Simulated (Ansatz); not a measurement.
# How far is PAW off for LuSi2?

```
Lu Si
1.0
     3.75000    0.00000    0.00000
    -1.87500    3.24760    0.00000
     0.00000    0.00000    4.05000
Lu Si
1 2
Direct
  0.00000 0.00000 0.00000
  0.33333 0.66667 0.50000
  0.66667 0.33333 0.50000
```

Atom numbers follow the list: Lu1, Si2, Si3.

The geometry is COD entry 4344350, unchecked; take it as a test cell.

Spin–orbit coupling is left out, though it moves levels of the heavy atoms by tenths of an eV or more.

All numbers are computed: DFT, PBEsol, PAW with Ansatz's default frozen-core files, scalar-relativistic (Ansatz 0.2.0); DFT, PBEsol, all-electron PAW with datasets made for the crystal, scalar-relativistic (Ansatz 0.2.0); DFT, PBEsol, all-electron LAPW, scalar-relativistic (Ansatz 0.2.0).

For PAW: a Γ-centred 13×13×10 k mesh, Fermi–Dirac smearing of 0.05 eV, cutoff 420 eV, no spin polarisation; the PAW files were made with PBE, and the program remakes their frozen cores for this functional. The crystal-made all-electron datasets (AE datasets) take a cutoff of 340 eV at this cell. LAPW targets a basis error of 0.5 meV/atom. The Ansatz runs share mesh, smearing and spin set-up. Plane-wave (PAW) pressures include the program's estimate of the Pulay term.

Stress and pressure are positive in compression.

No spin–orbit coupling: at heavy atoms the gradients can be off by tens of per cent for that reason.

In a metal, gradients converge slowly with the k mesh: the values move by tens of per cent from one mesh to another, at times in sign, so only the comparison on one mesh counts.

Levels count from the Fermi level.

| quantity | PAW | AE datasets | LAPW |
| --- | --- | --- | --- |
| pressure (GPa) | 13.22 | 13.15 | 13.15 |
| stress xx (GPa) | 22.20 | 22.09 | 22.10 |
| stress zz (GPa) | -4.74 | -4.74 | -4.74 |
| highest filled level at Γ (eV) | -2.487 | -2.486 | -2.486 |
| lowest empty level at Γ (eV) | 0.625 | 0.621 | 0.621 |
| highest filled level at L (eV) | -0.350 | -0.350 | -0.350 |
| lowest empty level at L (eV) | 2.355 | 2.357 | 2.357 |
| highest filled level at K (eV) | -2.454 | -2.456 | -2.456 |
| lowest empty level at K (eV) | 0.960 | 0.961 | 0.961 |
| largest principal field gradient Vzz at Lu1 (10²¹ V/m²) | -0.88 | -1.25 | – |

PAW's pressure differs from the LAPW value by +0.07 GPa.
